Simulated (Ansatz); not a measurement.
The cell is PtOSe (Janus 2H monolayer); cell and atoms were relaxed with r2SCAN. The sheet's in-plane cell has a = 3.907 Å, b = 3.907 Å (γ = 120.0°), and its outermost atoms lie 1.81 Å apart along the normal. Pt has 3 Se at 2.41 Å and 3 O at 2.45 Å; O has 1 Se at 1.81 Å and 3 Pt at 2.45 Å; Se has 1 O at 1.81 Å and 3 Pt at 2.41 Å.

```yaml
crystal:
  lattice:
    - [3.90734, 0.00000, 0.00000]
    - [-1.95367, 3.38385, 0.00000]
    - [0.00000, 0.00000, 29.70598]
  atoms:
    - { symbol: Pt, position: [0.33333, 0.66667, 0.30178] }
    - { symbol: O, position: [0.66667, 0.33333, 0.33402] }
    - { symbol: Se, position: [0.66667, 0.33333, 0.27311] }
```
Two periodic directions, a and b.

The questions ask for values computed with the PAW code Ansatz on this geometry. Non-magnetic throughout. Whether this structure exists isn't addressed.

Given (12×12×1 mesh): With PBE the valence top lies at K–Γ (0.75 of the way from K) and the conduction bottom at K–Γ (0.60 of the way from K), 1.29 eV higher; the smallest vertical gap, at K–Γ (0.70 of the way from K), is 1.35 eV.

Question: What does LDA give for the gap (12×12×1 mesh)?

Answer: With LDA the valence top lies at K–Γ (0.73 of the way from K) and the conduction bottom at k = (-0.135, 0.266, 0), 1.28 eV higher; the smallest vertical gap, at K–Γ (0.70 of the way from K), is 1.33 eV. The gap differs by -0.01 eV from PBE's.

Question: Estimate the gap with r2SCANh on 6×6×1.

Answer: With r2SCANh the valence top lies at K–Γ (0.73 of the way from K) and the conduction bottom at K–Γ (0.50 of the way from K), 1.68 eV higher; the smallest vertical gap, at K–Γ (0.70 of the way from K), is 1.83 eV. The gap differs by +0.39 eV from PBE's.

Question: What does HSE06+SOC give for the gap (6×6×1 mesh)?

Answer: HSE06+SOC gives an indirect gap of 1.25 eV, from K–Γ (0.73 of the way from K) to K–Γ (0.50 of the way from K); the least direct gap is 1.39 eV at K–Γ (0.70 of the way from K). Spin-orbit coupling itself accounts for -0.28 eV. The gap differs by -0.04 eV from PBE's.

Only the levels marked +SOC include spin-orbit coupling.

Where an edge lies off the special points, it is a point of the mesh or the k point where a search put PBE's edge or least direct gap, reused for the other functionals, whose own edges may lie a little apart; PBE's own value is read along its path and can be a few hundredths of an eV high.

Coordinates of k points refer to the reciprocal vectors of the primitive cell of the runs.

The meshes of the hybrids are coarse, so their gaps aren't converged to the digits shown.

Set aside, since their points miss a band edge that the other levels read or their mesh is too coarse: LC-ωPBE.
